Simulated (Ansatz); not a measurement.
Consider a crystal of CsTi₂ in space group P-3m1 (No. 164), with Cs on 1a; Ti on 2d. The guess for CsTi₂ was made by a generator: close-packed layers stacked ABC (elements of the layers in order: Ti Cs Ti).

These are results of Ansatz 0.2.0, DFT PBE, scalar-relativistic, plane waves, PAW, not measurements. Cutoff 420 eV, Γ-centred mesh, Gaussian smearing, no spin polarisation.

Formation energies are uncorrected and refer to the elements' standard structures at the same level.

Q: Which cell and coordinates does it relax to?

A:

Space group P-3m1 (No. 164). a = 3.265 Å, b = 3.265 Å, c = 8.803 Å, α = 90.00°, β = 90.00°, γ = 120.00°
```tsv
atom	site	symmetry	x	y	z
Cs	1a	-3m.	0.0000	0.0000	0.0000
Ti	2d	3m.	0.6667	0.3333	0.6128
```

Cs has 6 Cs at 3.27 Å and 6 Ti at 3.89 Å; Ti has 3 Ti at 2.74 Å, 6 Ti at 3.27 Å and 3 Cs at 3.89 Å. Another local minimum with the same sites may exist.

Q: And its energy and gap?

A: The formation energy is +0.95 eV/atom. The gap on the 18×18×6 mesh of the 3-atom cell is 0 eV (a metal). The separate elements lie lower, so it is unstable against them.

The last run used Gaussian smearing of 0.10 eV. Symmetry constrained the relaxation, so the result can be a saddle point. Another cell of CsTi2 relaxed alike, in R-3m, lies 82 meV/atom lower, so this cell isn't the stable form at this level.
